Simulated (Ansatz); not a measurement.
CdH2O2:
```
CdH2O2
1.0
    3.50621     0.00000     0.00000
   -1.75310     3.03646     0.00000
    0.00000     0.00000     4.59857
Cd H O
1 2 2
Cartesian
  0.00000   0.00000   0.00000
  1.75310   1.01215   2.52986
  0.00000   2.02431   2.06872
  1.75310   1.01215   3.49406
  0.00000   2.02431   1.10451
```

DFT-r²SCAN+D4 in the program Ansatz with PAW potentials gives a gap of 2.31 eV without spin–orbit coupling, maximum at M, minimum at Γ.

Q: What happens when spin–orbit coupling is switched on?

A: The gap is nearly the same, to 2.31 eV; maximum at M, minimum at Γ.

Q: Give the electron effective mass with spin–orbit coupling.

A: 0.30, 0.30, 0.46 mₑ (principal values).

Q: Give the hole effective mass with spin–orbit coupling.

A: 0.54, 1.6, 8.9 mₑ (principal values).

Space group P-3m1. The first step of the workflow began from a Materials Project structure, measured or hypothetical; the Crystallography Open Database copy checked does not list it. Its standing as an ambient phase is unchecked. The cell was relaxed with r²SCAN+D4 under the symmetry of its start; whether a distortion lowers the energy is not shown.

Potentials: the later of the program's two PAW sets.
